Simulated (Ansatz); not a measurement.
Frames from the relaxation of a relaxed ZnInGaO4 cell with one Zn and one Ga atom exchanged in a cell of 7 atoms, as extended XYZ (Å, eV, eV/Å, GPa with compression positive). Calculation: PBE (plane waves to 420 eV, PAW, scalar-relativistic; Ansatz, an electronic-structure program). Γ-centred k-mesh 8×8×8 on the run's cell (coarser than for final values), Fermi–Dirac smearing 0.05 eV.

```xyz
7
Lattice="1.6780 0.9688 8.7048 -1.6780 0.9688 8.7048 0.0000 -1.9375 8.7048" Properties=species:S:1:pos:R:3:forces:R:3 pbc="T T T" step=1 free_energy=-14969.628 pressure=3.0 accepted=T
In     0.0000     0.0000    26.0341    0.0000    0.0000   -2.4422
Zn     0.0000     0.0000     5.5611    0.0000    0.0000    1.3599
Ga     0.0000     0.0000    20.4004    0.0000    0.0000    0.8483
O      0.0000     0.0000     3.5640    0.0000    0.0000   -3.0080
O      0.0000     0.0000    22.9538    0.0000    0.0000   -1.7870
O      0.0000     0.0000     7.5411    0.0000    0.0000    2.5248
O      0.0000     0.0000    18.4032    0.0000    0.0000    2.5043
7
Lattice="1.6881 0.9746 8.6102 -1.6881 0.9746 8.6102 0.0000 -1.9492 8.6102" Properties=species:S:1:pos:R:3:forces:R:3 pbc="T T T" step=5 free_energy=-14971.135 pressure=-0.2 accepted=T
In     0.0000     0.0000    25.8984    0.0000    0.0000    0.1214
Zn     0.0000     0.0000     5.6065    0.0000    0.0000    0.5989
Ga     0.0000     0.0000    20.3727    0.0000    0.0000   -0.8705
O      0.0000     0.0000     3.1167    0.0000    0.0000    0.3586
O      0.0000     0.0000    22.3394    0.0000    0.0000   -0.2449
O      0.0000     0.0000     7.6278    0.0000    0.0000   -0.2913
O      0.0000     0.0000    18.3611    0.0000    0.0000    0.3278
7
Lattice="1.6751 0.9671 8.7700 -1.6751 0.9671 8.7700 0.0000 -1.9343 8.7700" Properties=species:S:1:pos:R:3:forces:R:3 pbc="T T T" step=7 free_energy=-14971.168 pressure=-0.5 accepted=T
In     0.0000     0.0000    26.3975    0.0000    0.0000    0.1368
Zn     0.0000     0.0000     5.7778    0.0000    0.0000   -0.1510
Ga     0.0000     0.0000    20.7008    0.0000    0.0000    0.0085
O      0.0000     0.0000     3.1723    0.0000    0.0000   -0.0144
O      0.0000     0.0000    22.6922    0.0000    0.0000    0.3103
O      0.0000     0.0000     7.7827    0.0000    0.0000   -0.1922
O      0.0000     0.0000    18.7164    0.0000    0.0000   -0.0979
```

The path has 9 moves and ends in R3m (No. 160), 0.22 eV/atom below its start. Free energies are of the whole cell and compare only within this code, potentials and settings.  No spin polarisation in the result.

The run could not lose the symmetry of its start.
